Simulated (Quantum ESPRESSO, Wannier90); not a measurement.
**Wannier functions of TiO₂ (rutile)**

```
TiO2
1.0
    4.59984     0.00000     0.00000
    0.00000     4.59984     0.00000
    0.00000     0.00000     2.95921
Ti O
2 4
Direct
  0.50000   0.50000   0.00000
  0.00000   0.00000   0.50000
  0.69568   0.69568   0.50000
  0.30432   0.30432   0.50000
  0.80432   0.19568   0.00000
  0.19568   0.80432   0.00000
```

Cell from Materials Project (mp-2657), symmetrised, no further relaxation. COD (Crystallography Open Database) has the formula in 6 space groups, this one among them (matched by group alone). Computed values, not measurements, from PBE: Quantum ESPRESSO (norm-conserving PseudoDojo potentials, cutoff 68 Ry, no spin polarisation, no spin-orbit coupling) on a Γ-centred 6×6×4 mesh, then Wannier90. Density: 8×8×10 mesh, cold smearing 0.01 Ry.

Functional, cutoff and mesh named above are those of the base row (1); the first column says what each row takes instead. Model: 16 functions from bands 9-24, start SCDM (isolated) (the valence bands). Energies are relative to the valence-band maximum; the misfit is to pw.x on a path, for all bands of the set. The lattice is scaled uniformly, fractional positions fixed. Ω_total can sit in another minimum from row to row; Ω_I of an isolated set cannot. A star marks runs that hit the step limit.

```tsv
scale	Ω_I (Å²)	Ω_total (Å²)	rms misfit (meV)	gap (eV)	bottom of band 9 (eV)
0.96	12.21	14.04	7.4	2.20	-18.70
0.98	12.40	14.24	6.9	2.04	-18.42
1	12.64	14.46	5.9	1.89	-18.15
1.02	12.91	14.71	5.9	1.74	-17.89
1.04	13.22	15.01*	5.9	1.59	-17.64
```
